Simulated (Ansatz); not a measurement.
A relaxation computed with Ansatz, from input to last step.

```yaml
crystal:
  lattice:
    - [-6.5613523659, 6.5613523659, 2.6423893926]
    - [6.5613523659, -6.5613523659, 2.6423893926]
    - [6.5613523659, 6.5613523659, -2.6423893926]
  atoms:
    - { symbol: Si, position: [0.2101596134, 0.3812648828, 0.5914244962] }
    - { symbol: Si, position: [0.3812648828, 0.7898403866, 0.1711052694] }
    - { symbol: Si, position: [0.6187351172, 0.2101596134, 0.8288947306] }
    - { symbol: Si, position: [0.7898403866, 0.3812648828, 0.1711052694] }
    - { symbol: Si, position: [0.2101596134, 0.6187351172, 0.8288947306] }
    - { symbol: Si, position: [0.7898403866, 0.6187351172, 0.4085755038] }
    - { symbol: Si, position: [0.3812648828, 0.2101596134, 0.5914244962] }
    - { symbol: Si, position: [0.6187351172, 0.7898403866, 0.4085755038] }
    - { symbol: O, position: [0.8927359016, 0.1072640984, 0.5] }
    - { symbol: O, position: [0.1072640984, 0.6072640984, 0.2145281968] }
    - { symbol: O, position: [0.3927359016, 0.8927359016, 0.7854718032] }
    - { symbol: O, position: [0.6072640984, 0.3927359016, 0.5] }
    - { symbol: O, position: [0.1072640984, 0.8927359016, 0.5] }
    - { symbol: O, position: [0.8927359016, 0.3927359016, 0.7854718032] }
    - { symbol: O, position: [0.6072640984, 0.1072640984, 0.2145281968] }
    - { symbol: O, position: [0.3927359016, 0.6072640984, 0.5] }
    - { symbol: O, position: [0.2430949025, 0.5, 0.7430949025] }
    - { symbol: O, position: [0.5, 0.7569050975, 0.2569050975] }
    - { symbol: O, position: [0.5, 0.2430949025, 0.7430949025] }
    - { symbol: O, position: [0.7569050975, 0.5, 0.2569050975] }
    - { symbol: O, position: [0.3132954447, 0.3132954447, 0.6265908894] }
    - { symbol: O, position: [0.3132954447, 0.6867045553, 0.0] }
    - { symbol: O, position: [0.6867045553, 0.3132954447, 0.0] }
    - { symbol: O, position: [0.6867045553, 0.6867045553, 0.3734091106] }
basis:
  ecutwfc: 420
kpoints:
  mp_grid: { grid: [6, 6, 6] }
hamiltonian:
  xc: lda
scf:
  occupations: { method: gaussian, width: 0.02 }
output:
  forces: true
  stress: true
  eigenvalues: true
relax:
  adjacent_minimum: "off"
  f_tol: 0.01
  max_steps: 30
  cell: { stress_tol: 0.1, fix: [volume] }
```

```bash
ansatz run input.yaml --threads 4 --pin off --max-ram 10240MiB --backend cpu --events-out ev --progress --plain --runs-dir out
```

Theory: DFT LDA, scalar-relativistic, plane waves, PAW (Ansatz 0.2.0).

The volume is held at 1.03 times that of the relaxed cell.

Of 7 frames 6 are shown, positions in Å and forces in eV/Å; the SCF threshold varies from step to step. Steps run on the plane waves of an earlier cell, with a Pulay correction in the pressure. The basis is chosen afresh for the last frame, the zero of the energies, and at times for earlier ones too; energy and pressure step there, also at an unchanged geometry.

```xyz
24
Lattice="-6.5614 6.5614 2.6424 6.5614 -6.5614 2.6424 6.5614 6.5614 -2.6424" Properties=species:S:1:pos:R:3:forces:R:3 pbc="T T T" step=1 free_energy_over_end_meV_per_atom=4.01 pressure_GPa=-3.86
Si    5.0032    2.7579    0.0000   -0.0505    0.0036    0.0000
Si    3.8035   -1.5581    2.6424   -0.0036   -0.0505    0.0000
Si    2.7579    8.1195    0.0000    0.0036    0.0505    0.0000
Si   -1.5581    3.8035    2.6424   -0.0505   -0.0036    0.0000
Si    8.1195    2.7579    0.0000    0.0505    0.0036    0.0000
Si    1.5581    3.8035    2.6424    0.0505   -0.0036    0.0000
Si    2.7579    5.0032    0.0000    0.0036   -0.0505    0.0000
Si    3.8035    1.5581    2.6424   -0.0036    0.0505    0.0000
O    -1.8731    8.4344    1.3212   -0.1709    0.1709    0.0000
O     4.6883   -1.8731    1.3212   -0.1709   -0.1709    0.0000
O     8.4344    1.8731    1.3212    0.1709    0.1709    0.0000
O     1.8731    4.6883    1.3212    0.1709   -0.1709    0.0000
O     8.4344   -1.8731    1.3212    0.1709   -0.1709    0.0000
O     1.8731    8.4344    1.3212    0.1709    0.1709    0.0000
O    -1.8731    4.6883    1.3212   -0.1709   -0.1709    0.0000
O     4.6883    1.8731    1.3212   -0.1709    0.1709    0.0000
O     6.5614    3.1901    0.0000    0.0000   -0.2784    0.0000
O     3.3713    0.0000    2.6424    0.2784    0.0000    0.0000
O     3.1901    6.5614    0.0000   -0.2784    0.0000    0.0000
O     0.0000    3.3713    2.6424    0.0000    0.2784    0.0000
O     4.1113    4.1113    0.0000   -0.1263   -0.1263    0.0000
O     2.4501   -2.4501    2.6424    0.1263   -0.1263    0.0000
O    -2.4501    2.4501    2.6424   -0.1263    0.1263    0.0000
O     2.4501    2.4501    2.6424    0.1263    0.1263    0.0000
24
Lattice="-6.5625 6.5625 2.6415 6.5625 -6.5625 2.6415 6.5625 6.5625 -2.6415" Properties=species:S:1:pos:R:3:forces:R:3 pbc="T T T" step=2 free_energy_over_end_meV_per_atom=3.12 pressure_GPa=-3.58
Si    5.0020    2.7596    0.0000    0.0082    0.0090    0.0000
Si    3.8029   -1.5605    2.6415   -0.0090    0.0082    0.0000
Si    2.7596    8.1230    0.0000    0.0090   -0.0082    0.0000
Si   -1.5605    3.8029    2.6415    0.0082   -0.0090    0.0000
Si    8.1230    2.7596    0.0000   -0.0082    0.0090    0.0000
Si    1.5605    3.8029    2.6415   -0.0082   -0.0090    0.0000
Si    2.7596    5.0020    0.0000    0.0090    0.0082    0.0000
Si    3.8029    1.5605    2.6415   -0.0090   -0.0082    0.0000
O    -1.8788    8.4413    1.3207   -0.1363    0.1363    0.0000
O     4.6837   -1.8788    1.3207   -0.1363   -0.1363    0.0000
O     8.4413    1.8788    1.3207    0.1363    0.1363    0.0000
O     1.8788    4.6837    1.3207    0.1363   -0.1363    0.0000
O     8.4413   -1.8788    1.3207    0.1363   -0.1363    0.0000
O     1.8788    8.4413    1.3207    0.1363    0.1363    0.0000
O    -1.8788    4.6837    1.3207   -0.1363   -0.1363    0.0000
O     4.6837    1.8788    1.3207   -0.1363    0.1363    0.0000
O     6.5625    3.1838    0.0000    0.0000   -0.2532    0.0000
O     3.3788    0.0000    2.6415    0.2532    0.0000    0.0000
O     3.1838    6.5625    0.0000   -0.2532    0.0000    0.0000
O     0.0000    3.3788    2.6415    0.0000    0.2532    0.0000
O     4.1118    4.1118    0.0000   -0.0845   -0.0845    0.0000
O     2.4508   -2.4508    2.6415    0.0845   -0.0845    0.0000
O    -2.4508    2.4508    2.6415   -0.0845    0.0845    0.0000
O     2.4508    2.4508    2.6415    0.0845    0.0845    0.0000
24
Lattice="-6.5608 6.5608 2.6428 6.5608 -6.5608 2.6428 6.5608 6.5608 -2.6428" Properties=species:S:1:pos:R:3:forces:R:3 pbc="T T T" step=3 free_energy_over_end_meV_per_atom=1.14 pressure_GPa=-2.19
Si    4.9976    2.7641    0.0000   -0.2346   -0.0205    0.0000
Si    3.7967   -1.5632    2.6428    0.0205   -0.2346    0.0000
Si    2.7641    8.1240    0.0000   -0.0205    0.2346    0.0000
Si   -1.5632    3.7967    2.6428   -0.2346    0.0205    0.0000
Si    8.1240    2.7641    0.0000    0.2346   -0.0205    0.0000
Si    1.5632    3.7967    2.6428    0.2346    0.0205    0.0000
Si    2.7641    4.9976    0.0000   -0.0205   -0.2346    0.0000
Si    3.7967    1.5632    2.6428    0.0205    0.2346    0.0000
O    -1.9053    8.4661    1.3214    0.0153   -0.0153    0.0000
O     4.6556   -1.9053    1.3214    0.0153    0.0153    0.0000
O     8.4661    1.9053    1.3214   -0.0153   -0.0153    0.0000
O     1.9053    4.6556    1.3214   -0.0153    0.0153    0.0000
O     8.4661   -1.9053    1.3214   -0.0153    0.0153    0.0000
O     1.9053    8.4661    1.3214   -0.0153   -0.0153    0.0000
O    -1.9053    4.6556    1.3214    0.0153    0.0153    0.0000
O     4.6556    1.9053    1.3214    0.0153   -0.0153    0.0000
O     6.5608    3.1335    0.0000    0.0000    0.0510    0.0000
O     3.4274    0.0000    2.6428   -0.0510    0.0000    0.0000
O     3.1335    6.5608    0.0000    0.0510    0.0000    0.0000
O     0.0000    3.4274    2.6428    0.0000   -0.0510    0.0000
O     4.1170    4.1170    0.0000    0.1045    0.1045    0.0000
O     2.4438   -2.4438    2.6428   -0.1045    0.1045    0.0000
O    -2.4438    2.4438    2.6428    0.1045   -0.1045    0.0000
O     2.4438    2.4438    2.6428   -0.1045   -0.1045    0.0000
24
Lattice="-6.5699 6.5699 2.6355 6.5699 -6.5699 2.6355 6.5699 6.5699 -2.6355" Properties=species:S:1:pos:R:3:forces:R:3 pbc="T T T" step=4 free_energy_over_end_meV_per_atom=0.12 pressure_GPa=-1.88
Si    4.9967    2.7854    0.0000    0.0741   -0.0264    0.0000
Si    3.7846   -1.5732    2.6355    0.0264    0.0741    0.0000
Si    2.7854    8.1431    0.0000   -0.0264   -0.0741    0.0000
Si   -1.5732    3.7846    2.6355    0.0741    0.0264    0.0000
Si    8.1431    2.7854    0.0000   -0.0741   -0.0264    0.0000
Si    1.5732    3.7846    2.6355   -0.0741    0.0264    0.0000
Si    2.7854    4.9967    0.0000   -0.0264    0.0741    0.0000
Si    3.7846    1.5732    2.6355    0.0264   -0.0741    0.0000
O    -1.9316    8.5015    1.3178   -0.0286    0.0286    0.0000
O     4.6383   -1.9316    1.3178   -0.0286   -0.0286    0.0000
O     8.5015    1.9316    1.3178    0.0286    0.0286    0.0000
O     1.9316    4.6383    1.3178    0.0286   -0.0286    0.0000
O     8.5015   -1.9316    1.3178    0.0286   -0.0286    0.0000
O     1.9316    8.5015    1.3178    0.0286    0.0286    0.0000
O    -1.9316    4.6383    1.3178   -0.0286   -0.0286    0.0000
O     4.6383    1.9316    1.3178   -0.0286    0.0286    0.0000
O     6.5699    3.1142    0.0000    0.0000    0.0275    0.0000
O     3.4557    0.0000    2.6355   -0.0275    0.0000    0.0000
O     3.1142    6.5699    0.0000    0.0275    0.0000    0.0000
O     0.0000    3.4557    2.6355    0.0000   -0.0275    0.0000
O     4.1708    4.1708    0.0000    0.0120    0.0120    0.0000
O     2.3991   -2.3991    2.6355   -0.0120    0.0120    0.0000
O    -2.3991    2.3991    2.6355    0.0120   -0.0120    0.0000
O     2.3991    2.3991    2.6355   -0.0120   -0.0120    0.0000
24
Lattice="-6.5748 6.5748 2.6316 6.5748 -6.5748 2.6316 6.5748 6.5748 -2.6316" Properties=species:S:1:pos:R:3:forces:R:3 pbc="T T T" step=5 free_energy_over_end_meV_per_atom=0.00 pressure_GPa=-1.76
Si    5.0012    2.7956    0.0000   -0.0160   -0.0007    0.0000
Si    3.7792   -1.5736    2.6316    0.0007   -0.0160    0.0000
Si    2.7956    8.1484    0.0000   -0.0007    0.0160    0.0000
Si   -1.5736    3.7792    2.6316   -0.0160    0.0007    0.0000
Si    8.1484    2.7956    0.0000    0.0160   -0.0007    0.0000
Si    1.5736    3.7792    2.6316    0.0160    0.0007    0.0000
Si    2.7956    5.0012    0.0000   -0.0007   -0.0160    0.0000
Si    3.7792    1.5736    2.6316    0.0007    0.0160    0.0000
O    -1.9458    8.5206    1.3158    0.0020   -0.0020    0.0000
O     4.6290   -1.9458    1.3158    0.0020    0.0020    0.0000
O     8.5206    1.9458    1.3158   -0.0020   -0.0020    0.0000
O     1.9458    4.6290    1.3158   -0.0020    0.0020    0.0000
O     8.5206   -1.9458    1.3158   -0.0020    0.0020    0.0000
O     1.9458    8.5206    1.3158   -0.0020   -0.0020    0.0000
O    -1.9458    4.6290    1.3158    0.0020    0.0020    0.0000
O     4.6290    1.9458    1.3158    0.0020   -0.0020    0.0000
O     6.5748    3.1143    0.0000    0.0000   -0.0050    0.0000
O     3.4605    0.0000    2.6316    0.0050    0.0000    0.0000
O     3.1143    6.5748    0.0000   -0.0050    0.0000    0.0000
O     0.0000    3.4605    2.6316    0.0000    0.0050    0.0000
O     4.1904    4.1904    0.0000    0.0040    0.0040    0.0000
O     2.3844   -2.3844    2.6316   -0.0040    0.0040    0.0000
O    -2.3844    2.3844    2.6316    0.0040   -0.0040    0.0000
O     2.3844    2.3844    2.6316   -0.0040   -0.0040    0.0000
24
Lattice="-6.5741 6.5741 2.6322 6.5741 -6.5741 2.6322 6.5741 6.5741 -2.6322" Properties=species:S:1:pos:R:3:forces:R:3 pbc="T T T" step=7 free_energy_over_end_meV_per_atom=0.00 pressure_GPa=-1.74
Si    5.0000    2.7958    0.0000   -0.0005    0.0011    0.0000
Si    3.7783   -1.5741    2.6322   -0.0011   -0.0005    0.0000
Si    2.7958    8.1482    0.0000    0.0011    0.0005    0.0000
Si   -1.5741    3.7783    2.6322   -0.0005   -0.0011    0.0000
Si    8.1482    2.7958    0.0000    0.0005    0.0011    0.0000
Si    1.5741    3.7783    2.6322    0.0005   -0.0011    0.0000
Si    2.7958    5.0000    0.0000    0.0011   -0.0005    0.0000
Si    3.7783    1.5741    2.6322   -0.0011    0.0005    0.0000
O    -1.9468    8.5209    1.3161   -0.0001    0.0001    0.0000
O     4.6273   -1.9468    1.3161   -0.0001   -0.0001    0.0000
O     8.5209    1.9468    1.3161    0.0001    0.0001    0.0000
O     1.9468    4.6273    1.3161    0.0001   -0.0001    0.0000
O     8.5209   -1.9468    1.3161    0.0001   -0.0001    0.0000
O     1.9468    8.5209    1.3161    0.0001    0.0001    0.0000
O    -1.9468    4.6273    1.3161   -0.0001   -0.0001    0.0000
O     4.6273    1.9468    1.3161   -0.0001    0.0001    0.0000
O     6.5741    3.1114    0.0000    0.0000   -0.0005    0.0000
O     3.4627    0.0000    2.6322    0.0005    0.0000    0.0000
O     3.1114    6.5741    0.0000   -0.0005    0.0000    0.0000
O     0.0000    3.4627    2.6322    0.0000    0.0005    0.0000
O     4.1922    4.1922    0.0000   -0.0002   -0.0002    0.0000
O     2.3819   -2.3819    2.6322    0.0002   -0.0002    0.0000
O    -2.3819    2.3819    2.6322   -0.0002    0.0002    0.0000
O     2.3819    2.3819    2.6322    0.0002    0.0002    0.0000
```

The run took 4 min on 4 threads of Intel(R) Xeon(R) Processor @ 2.70GHz, on a shared host, peak memory 1.8 GiB.